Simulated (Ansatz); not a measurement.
ZnO:
```
ZnO
1.0
    2.64513     0.00000     0.00000
    0.00000     2.64513     0.00000
    0.00000     0.00000     2.64513
Zn O
1 1
Direct
  0.00000   0.00000   0.00000
  0.50000   0.50000   0.50000
```

Relaxed with r²SCAN. Special points in fractions of this cell's reciprocal vectors: Γ (0.000, 0.000, 0.000); X (0.000, 0.500, 0.000); M (0.500, 0.500, 0.000); R (0.500, 0.500, 0.500).

### Question
List the band energies nearest the Fermi level at these points for r²SCAN (plane waves, PAW; program Ansatz).

### Answer
In eV from the Fermi level; about four levels below and three above (degenerate sets whole), none deeper than 8.9 eV; … stands for higher levels left out; points with the same levels are listed once.

| k | below | above |
|---|---|---|
| Γ | -1.38 -1.38 -1.38 -0.08 | … |
| X | -5.59 -4.73 -0.05 -0.05 | 6.03 … |
| M | -5.35 -5.24 -5.24 -0.26 | 3.35 … |
| R | -5.33 -5.33 -1.54 -1.54 -1.54 | … |

Space group Pm-3m (CsCl type). The cell is a constructed one: a structure type filled with these elements; neither database checked (COD, Materials Project) lists it. It is not the phase usual at ambient conditions (space group No. 186). The cell was relaxed with r²SCAN under the symmetry of its start. At this level the phase is mechanically unstable. The Fermi level of a semimetal is unsure by some 0.05 eV on such meshes.

Potentials: the earlier of the program's two PAW sets.
